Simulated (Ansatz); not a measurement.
Method: Ansatz 0.2.0, DFT PBE, scalar-relativistic, plane waves, PAW. All cells share a 420 eV cutoff and Γ-centred k meshes spaced at most about 0.3 Å⁻¹ (about 0.25 or finer for metals, 2π included). No spin polarisation in the final relaxations.

Temperature and zero-point effects are left out. All come from trial cells, and lower structures may exist.

Question: These unrelaxed guesses for InP2N3 are each relaxed within their symmetry. Order them by the energy at which they end, lowest first.
A.

```
In P N
1.0
     2.92640   -1.71475    0.00000
     2.92640    1.71475    0.00000
    -0.06278    0.00000    8.46474
In P N
1 2 3
Direct
  0.50000 0.50000 0.50000
  0.16105 0.16105 0.17101
  0.83895 0.83895 0.82899
  0.50000 0.50000 0.00000
  0.16920 0.16920 0.65457
  0.83080 0.83080 0.34543
```

B.

```
In P N
1.0
     5.58256    0.00000    0.00000
    -2.79128    4.83464    0.00000
     0.00000    0.00000    3.49326
In P N
1 2 3
Direct
  0.00000 0.00000 0.00000
  0.33333 0.66667 0.00000
  0.66667 0.33333 0.00000
  0.50000 0.00000 0.50000
  0.50000 0.50000 0.50000
  0.00000 0.50000 0.50000
```

C.

```
In P N
1.0
     3.30732    0.00000    0.00000
    -1.65366    2.86422    0.00000
     0.00000    0.00000    8.43841
In P N
1 2 3
Direct
  0.00000 0.00000 0.50000
  0.33333 0.66667 0.14812
  0.66667 0.33333 0.85188
  0.33333 0.66667 0.70563
  0.00000 0.00000 0.00000
  0.66667 0.33333 0.29437
```

D.

```
In P N
1.0
     3.22103    0.00000    0.00000
     0.00000    3.22103    0.00000
     0.00000    0.00000   11.24419
In P N
1 2 3
Direct
  0.50000 0.50000 0.15158
  0.00000 0.00000 0.02411
  0.50000 0.50000 0.49128
  0.00000 0.00000 0.65145
  0.00000 0.00000 0.32937
  0.50000 0.50000 0.85221
```

Answer: A (ends in C2/m, 0 meV/atom), D (ends in P4mm, 24 meV/atom), C (ends in P-3m1, 0.37 eV/atom), B (ends in P6/mmm, 0.50 eV/atom). Even the lowest end lies +0.59 eV/atom against the elements.

Weakly bound directions are ill-defined at this level, which has no dispersion term (P4mm), and this can change margins and order among such cells. A magnetic state wasn't ruled out in cells without spin, among them P4mm, P6/mmm. Cells relaxed within their symmetry can be saddle points. Some structure types and database cells were kept out of the candidates from the start, so a known form may be missing.
